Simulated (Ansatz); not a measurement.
Input, command and steps of an Ansatz relaxation.

```yaml
crystal:
  lattice:
    - [6.4362373997, 0.0, 0.0]
    - [-3.2181186998, 5.5739450929, 0.0]
    - [0.0, 0.0, 3.789405912]
  atoms:
    - { symbol: Hf, position: [0.0, 0.5841180749, 0.5] }
    - { symbol: Hf, position: [0.4158819251, 0.4158819251, 0.5] }
    - { symbol: Hf, position: [0.5841180749, 0.0, 0.5] }
    - { symbol: P, position: [0.6666666667, 0.3333333333, 0.0] }
    - { symbol: P, position: [0.3333333333, 0.6666666667, 0.0] }
    - { symbol: P, position: [0.0, 0.0, 0.5] }
    - { symbol: Ru, position: [0.245908777, 0.0, 0.0] }
    - { symbol: Ru, position: [0.754091223, 0.754091223, 0.0] }
    - { symbol: Ru, position: [0.0, 0.245908777, 0.0] }
basis:
  ecutwfc: 420
kpoints:
  mp_grid: { grid: [6, 6, 10] }
hamiltonian:
  xc: pbesol
scf:
  occupations: { method: gaussian, width: 0.1 }
output:
  forces: true
  stress: true
  eigenvalues: true
relax:
  adjacent_minimum: "off"
  f_tol: 0.005
  max_steps: 50
  cell: { stress_tol: 0.05 }
```

```bash
ansatz run input.yaml --threads 2 --pin off --max-ram 5120MiB --backend cpu --events-out ev --progress --plain --runs-dir out
```

These are results of Ansatz, DFT PBEsol, scalar-relativistic, plane waves, PAW, not measurements.

Of 7 frames 7 are shown, positions in Å and forces in eV/Å; the SCF threshold varies from step to step. Steps run on the plane waves of an earlier cell, with a Pulay correction in the pressure. The basis is chosen afresh for the last frame, the zero of the energies, and at times for earlier ones too; energy and pressure step there, also at an unchanged geometry. The mark taken_back stands on steps that the optimiser undid.

```xyz
9
Lattice="6.4362 0.0000 0.0000 -3.2181 5.5739 0.0000 0.0000 0.0000 3.7894" Properties=species:S:1:pos:R:3:forces:R:3 pbc="T T T" step=1 free_energy_over_end_meV_per_atom=10.15 pressure_GPa=-6.88
Hf   -1.8798    3.2558    1.8947   -0.0049    0.0085    0.0000
Hf    1.3384    2.3181    1.8947   -0.0049   -0.0085    0.0000
Hf    3.7595    0.0000    1.8947    0.0099    0.0000    0.0000
P     3.2181    1.8580    0.0000    0.0000    0.0000    0.0000
P     0.0000    3.7160    0.0000    0.0000    0.0000    0.0000
P     0.0000    0.0000    1.8947    0.0000    0.0000    0.0000
Ru    1.5827    0.0000    0.0000   -0.0925    0.0000    0.0000
Ru    2.4268    4.2033    0.0000    0.0462    0.0801    0.0000
Ru   -0.7914    1.3707    0.0000    0.0462   -0.0801    0.0000
9
Lattice="6.3159 0.0000 0.0000 -3.1580 5.4697 0.0000 0.0000 0.0000 3.7162" Properties=species:S:1:pos:R:3:forces:R:3 pbc="T T T" step=2 free_energy_over_end_meV_per_atom=7.52 pressure_GPa=6.67
Hf   -1.8431    3.1924    1.8581   -0.0019    0.0032    0.0000
Hf    1.3148    2.2773    1.8581   -0.0019   -0.0032    0.0000
Hf    3.6863    0.0000    1.8581    0.0037    0.0000    0.0000
P     3.1580    1.8232    0.0000    0.0000    0.0000    0.0000
P     0.0000    3.6465    0.0000    0.0000    0.0000    0.0000
P     0.0000    0.0000    1.8581    0.0000    0.0000    0.0000
Ru    1.5536    0.0000    0.0000   -0.0362    0.0000    0.0000
Ru    2.3812    4.1243    0.0000    0.0181    0.0313    0.0000
Ru   -0.7768    1.3454    0.0000    0.0181   -0.0313    0.0000
9
Lattice="6.3692 0.0000 0.0000 -3.1846 5.5159 0.0000 0.0000 0.0000 3.7576" Properties=species:S:1:pos:R:3:forces:R:3 pbc="T T T" step=3 free_energy_over_end_meV_per_atom=-0.09 pressure_GPa=-0.33
Hf   -1.8588    3.2196    1.8788   -0.0015    0.0025    0.0000
Hf    1.3258    2.2964    1.8788   -0.0015   -0.0025    0.0000
Hf    3.7176    0.0000    1.8788    0.0029    0.0000    0.0000
P     3.1846    1.8386    0.0000    0.0000    0.0000    0.0000
P     0.0000    3.6773    0.0000    0.0000    0.0000    0.0000
P     0.0000    0.0000    1.8788    0.0000    0.0000    0.0000
Ru    1.5631    0.0000    0.0000    0.0353    0.0000    0.0000
Ru    2.4031    4.1622    0.0000   -0.0177   -0.0306    0.0000
Ru   -0.7816    1.3537    0.0000   -0.0177    0.0306    0.0000
9
Lattice="6.3704 0.0000 0.0000 -3.1852 5.5169 0.0000 0.0000 0.0000 3.7508" Properties=species:S:1:pos:R:3:forces:R:3 pbc="T T T" step=4 free_energy_over_end_meV_per_atom=-0.04 pressure_GPa=-0.03 taken_back
Hf   -1.8606    3.2226    1.8754    0.0064   -0.0111    0.0000
Hf    1.3246    2.2943    1.8754    0.0064    0.0111    0.0000
Hf    3.7212    0.0000    1.8754   -0.0128    0.0000    0.0000
P     3.1852    1.8390    0.0000    0.0000    0.0000    0.0000
P     0.0000    3.6780    0.0000    0.0000    0.0000    0.0000
P     0.0000    0.0000    1.8754    0.0000    0.0000    0.0000
Ru    1.5694    0.0000    0.0000   -0.1257    0.0000    0.0000
Ru    2.4005    4.1578    0.0000    0.0629    0.1089    0.0000
Ru   -0.7847    1.3591    0.0000    0.0629   -0.1089    0.0000
9
Lattice="6.3682 0.0000 0.0000 -3.1841 5.5151 0.0000 0.0000 0.0000 3.7542" Properties=species:S:1:pos:R:3:forces:R:3 pbc="T T T" step=5 free_energy_over_end_meV_per_atom=-0.14 pressure_GPa=-0.06
Hf   -1.8588    3.2195    1.8771   -0.0006    0.0010    0.0000
Hf    1.3253    2.2955    1.8771   -0.0006   -0.0010    0.0000
Hf    3.7176    0.0000    1.8771    0.0011    0.0000    0.0000
P     3.1841    1.8384    0.0000    0.0000    0.0000    0.0000
P     0.0000    3.6767    0.0000    0.0000    0.0000    0.0000
P     0.0000    0.0000    1.8771    0.0000    0.0000    0.0000
Ru    1.5641    0.0000    0.0000    0.0002    0.0000    0.0000
Ru    2.4021    4.1605    0.0000   -0.0001   -0.0002    0.0000
Ru   -0.7821    1.3546    0.0000   -0.0001    0.0002    0.0000
9
Lattice="6.3695 0.0000 0.0000 -3.1847 5.5161 0.0000 0.0000 0.0000 3.7518" Properties=species:S:1:pos:R:3:forces:R:3 pbc="T T T" step=6 free_energy_over_end_meV_per_atom=-0.14 pressure_GPa=0.00
Hf   -1.8594    3.2206    1.8759    0.0006   -0.0010    0.0000
Hf    1.3253    2.2955    1.8759    0.0006    0.0010    0.0000
Hf    3.7189    0.0000    1.8759   -0.0011    0.0000    0.0000
P     3.1847    1.8387    0.0000    0.0000    0.0000    0.0000
P     0.0000    3.6774    0.0000    0.0000    0.0000    0.0000
P     0.0000    0.0000    1.8759    0.0000    0.0000    0.0000
Ru    1.5643    0.0000    0.0000    0.0003    0.0000    0.0000
Ru    2.4026    4.1615    0.0000   -0.0002   -0.0003    0.0000
Ru   -0.7821    1.3547    0.0000   -0.0002    0.0003    0.0000
9
Lattice="6.3695 0.0000 0.0000 -3.1847 5.5161 0.0000 0.0000 0.0000 3.7518" Properties=species:S:1:pos:R:3:forces:R:3 pbc="T T T" step=7 free_energy_over_end_meV_per_atom=0.00 pressure_GPa=0.00
Hf   -1.8594    3.2206    1.8759    0.0005   -0.0009    0.0000
Hf    1.3253    2.2955    1.8759    0.0005    0.0009    0.0000
Hf    3.7189    0.0000    1.8759   -0.0011    0.0000    0.0000
P     3.1847    1.8387    0.0000    0.0000    0.0000    0.0000
P     0.0000    3.6774    0.0000    0.0000    0.0000    0.0000
P     0.0000    0.0000    1.8759    0.0000    0.0000    0.0000
Ru    1.5643    0.0000    0.0000    0.0003    0.0000    0.0000
Ru    2.4026    4.1615    0.0000   -0.0001   -0.0002    0.0000
Ru   -0.7821    1.3547    0.0000   -0.0001    0.0002    0.0000
```

Time: 3.7 min on 2 threads of Arm Neoverse V1, with other jobs on the host, peak memory 0.69 GiB.

Spin–orbit coupling is left out, which can shift energies with elements as heavy as these.